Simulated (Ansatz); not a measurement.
The calculation used DFT PBE, scalar-relativistic, plane waves, PAW (Ansatz). All cells share a 420 eV cutoff and Γ-centred k meshes spaced at most about 0.3 Å⁻¹ (2π included). No spin polarisation in the final relaxations.

Temperature and zero-point effects are left out.

Compare these two cells of Li3IF2, each relaxed at this level.

1.

```
CELL_PARAMETERS angstrom
6.17955 0.00000 0.00000
-3.08977 5.35165 0.00000
0.00000 0.00000 5.49901
ATOMIC_POSITIONS crystal
Li 0.50000 0.00000 0.50000
Li 0.00000 0.50000 0.50000
Li 0.50000 0.50000 0.50000
I 0.00000 0.00000 0.50000
F 0.33333 0.66667 0.50000
F 0.66667 0.33333 0.50000
```

2.

```
CELL_PARAMETERS angstrom
5.68868 0.00000 0.00000
-2.84434 4.92654 0.00000
0.00000 0.00000 4.22474
ATOMIC_POSITIONS crystal
Li 0.62570 0.62570 0.00000
Li 0.00000 0.37430 0.00000
Li 0.37430 0.00000 0.00000
I 0.00000 0.00000 0.50000
F 0.66667 0.33333 0.00000
F 0.33333 0.66667 0.00000
```

**Question.** Which is lower in energy, and by how much?

**Answer.** Cell 2 is lower, by 55 meV/atom. Cell 1 has space group P6/mmm (No. 191), 30.3 Å³/atom and a gap of 3.86 eV on its mesh; cell 2 has space group P-62m (No. 189), 19.7 Å³/atom and a gap of 4.50 eV. In cell 1, Li is surrounded by 2 F at 1.78 Å, 2 I at 3.09 Å and 4 Li at 3.09 Å; around I lie 6 Li at 3.09 Å and 6 F at 3.57 Å; F is surrounded by 3 Li at 1.78 Å, 3 F at 3.57 Å and 3 I at 3.57 Å. In cell 2, Li is surrounded by 2 F at 1.79 Å and 2 I at 3.00 Å; I has 6 Li at 3.00 Å; around F lie 3 Li at 1.79 Å. Both come from invented guesses.

No dispersion correction is applied, so the spacing and binding between layers, chains or molecules are poorly described (P6/mmm), and this can change margins and order among such cells. These runs have no spin–orbit coupling, which can matter for I. Kohn–Sham gaps at this level usually fall short of measured ones. The missing spin–orbit coupling can work the other way here. Cells relaxed within their symmetry can be saddle points. The P-62m cell of Li3IF2 came from shaking the P6/mmm one.
